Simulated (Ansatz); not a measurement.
Si₃N₄ in space group Fd-3m (No. 227; Si on 16c, Si on 8b, N on 32e), the program Ansatz at the r²SCAN level (PAW): ε∞ = 4.90, cell volume 115.48 Å³. Infrared-active transverse modes:

```json
[
 {"ω_TO (cm⁻¹)": "415.7", "oscillator strength S_xx (e²/amu)": "0.01195"},
 {"ω_TO (cm⁻¹)": "612.5", "oscillator strength S_xx (e²/amu)": "4.910"},
 {"ω_TO (cm⁻¹)": "735.2", "oscillator strength S_xx (e²/amu)": "0.3626"},
 {"ω_TO (cm⁻¹)": "812.5", "oscillator strength S_xx (e²/amu)": "1.883"}
]
```

**Question.** Compute the static dielectric constant.

**Answer.** Each mode adds (4.921e7/V) S/ω²: 0.03, 5.58, 0.29, 1.22. So ε0 = 12.0.

The r²SCAN relaxation kept the symmetry of its start; phonons on a q-mesh show no instability.

Potentials: the later of the program's two PAW sets.
